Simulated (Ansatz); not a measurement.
Input and command of a plane-wave DFT calculation in Ansatz:

```yaml
crystal:
  lattice:
    - [3.30622656, 0.0, 0.0]
    - [0.0, 3.30622656, 0.0]
    - [0.0, 0.0, 3.43338912]
  atoms:
    - { symbol: Ti, position: [0.0, 0.0, 0.0] }
    - { symbol: Al, position: [0.5, 0.5, 0.5] }
basis:
  ecutwfc: 420
kpoints:
  mp_grid: { grid: [16, 16, 16] }
hamiltonian:
  xc: pbesol
scf:
  occupations: { method: gaussian, width: 0.15 }
output:
  forces: true
  stress: true
  eigenvalues: true
```

```bash
ansatz run input.yaml --threads 1 --pin off --max-ram 2560MiB --backend cpu --events-out ev --progress --plain --runs-dir out
```

Processor: AMD EPYC 9R45 96-Core Processor (Zen 5), 1 thread, on a host shared with other jobs.

How long does it run, and how much memory does it take?

About 3 s on 1 thread of AMD EPYC 9R45 96-Core Processor (Zen 5) (shared host), peak memory 0.47 GiB. It solves 12 bands at 405 k points (the mesh reduced by symmetry) with about 739 plane waves, in 6 SCF iterations.
